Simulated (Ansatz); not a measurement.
Starting cell, Mo (bcc, W type):

```
Mo
1.0
   -3.16077     3.16077     3.16077
    1.58038    -1.58038     1.58038
    1.58038     1.58038    -1.58038
Mo
2
Cartesian
  0.00000   0.00000   0.00000
 -1.58038   1.58038   1.58038
```

The atoms are displaced by Q × the pattern below (from a DFPT mode at N = (0.5, 0.0, 0.0), largest move 1; Q in Å), at fixed cell. (q is in reciprocal vectors of the primitive cell; the cell shown is doubled to hold the pattern.)

| atom | x | y | z |
|---|---|---|---|
| Mo1 | 1.000 | 0.000 | 0.000 |
| Mo2 | -1.000 | 0.000 | 0.000 |

The numbers are results of PBE (plane waves to 420 eV, PAW, scalar-relativistic; Ansatz, a first-principles code), not measurements. k mesh 21×21×21 (Γ-centred), Fermi-Dirac smearing 0.05 eV. With partly filled bands, energies and forces of such displacements shift with the k mesh and the smearing. Mo is run without spin polarisation. Mo was relaxed with its symmetry unable to fall. The PAW data are Ansatz's earlier set. 

| Q (Å) | −dE/dQ from forces (eV/Å) |
|---|---|
| -0.180 | 3.458 |
| -0.150 | 2.772 |
| -0.120 | 2.079 |
| -0.090 | 1.447 |
| -0.060 | 0.878 |
| -0.030 | 0.404 |
| 0.000 | 0.000 |
| 0.030 | -0.404 |
| 0.060 | -0.878 |
| 0.090 | -1.447 |
| 0.120 | -2.079 |
| 0.150 | -2.772 |
| 0.180 | -3.458 |

Question: What harmonic wavenumber does the curvature at Q = 0 give?

Answer: 136 cm⁻¹. E″ = 13.06 eV/Å², M = Σ mᵢ|uᵢ|² = 191.9 u, ν̃ = 521.5·√(|E″|/M).

(A displaced cell: forces are minus the slopes of the energy, force constants its curvatures, and phonons follow from these.)
